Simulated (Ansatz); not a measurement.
**Vibrational response of SnO at 22 GPa**

Method: DFT PBE+D3(BJ), scalar-relativistic, plane waves, PAW in Ansatz. Cutoff 420 eV, 12×12×10 k-points (Γ-centred), Fermi-Dirac smearing of 0.15 eV. No spin polarisation. Phonons by linear response, acoustic sum rule imposed.

The cell, relaxed at 22 GPa:
```xyz
4
Lattice="3.6198 0.0000 0.0000 0.0000 3.6198 0.0000 0.0000 0.0000 4.1038" Properties=species:S:1:pos:R:3 pbc="T T T"
Sn    0.0000    1.8099    1.1708
Sn    1.8099    0.0000    2.9330
O     0.0000    0.0000    0.0000
O     1.8099    1.8099    0.0000
```

In a metal, frequencies and elastic constants depend on the k mesh and the smearing, soft modes and shear constants most. Spin–orbit coupling is left out, which matters for heavy elements. Other phases may be more stable at this pressure. A semilocal functional can close a gap that the real compound has.

Optical modes at Γ; i marks an imaginary frequency:
| frequency (THz) | degeneracy |
| --- | --- |
| 4.65 | 2 |
| 7.32 | 1 |
| 10.43 | 2 |
| 11.95 | 1 |
| 12.52 | 1 |
| 17.14 | 2 |

All 9 optical modes at Γ are real: no displacement of atoms at fixed cell lowers the energy to second order. Strains and modes at other wave vectors aren't tested by this run.

Cost: 1 run of about 3.4 core-minutes, on Arm Neoverse V1 (shared hosts).